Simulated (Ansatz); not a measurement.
Level of theory: DFT, PBE, scalar-relativistic, no spin polarisation; plane waves to 420 eV with PAW datasets (Ansatz 0.2.0), Γ-centred 12×12×12 mesh, 0.05 eV Gaussian smearing; PAW files: Ansatz's generated set soft_2.

A crystal of composition XAs, relaxed at this level of theory, gives this pattern between 10° and 80°.

Cu Kα1 powder pattern (kinematic, no thermal factors).
2θ (°) (relative intensity): 27.44 (100), 31.79 (16), 45.57 (65), 54.02 (47), 56.63 (4), 66.42 (11), 73.28 (19), 75.52 (6)

Question: Which lattice and cell does the pattern come from?

Answer: Cubic, space group F-43m (No. 216), a = 5.626 Å, b = 5.626 Å, c = 5.626 Å, α = 90.00°, β = 90.00°, γ = 90.00°. The line positions fix the lattice at most, not the space group, and lines under 1 % of the strongest aren't listed; this is the group of the computed cell.

The calculation on XAs, where X is one element, gave:

```yaml
Band_gap: zero (metallic)
Density_of_states_at_the_Fermi_level: 0.74 states/(eV·atom)
Bader_charges: X -0.40; As 0.40 e
Formation_energy_from_the_elements_0_K_uncorrected: -0.14 eV/atom
Bulk_modulus_Birch–Murnaghan: 107 GPa
Pressure_derivative_B0′: 5.1
```

Sites: X on 4a, As on 4d.

Question: Which element is X?
A. Au
B. Pt
C. Os
D. Hg

Answer: B. X is Pt, so the compound is PtAs.

This is a trial structure made by placing the elements on a prototype's sites, so it needn't be the stable form.

For elements this heavy, spin–orbit coupling would shift levels and gaps; it isn't included here. The cell is a metal with an odd number of electrons, and spin polarisation wasn't tried.
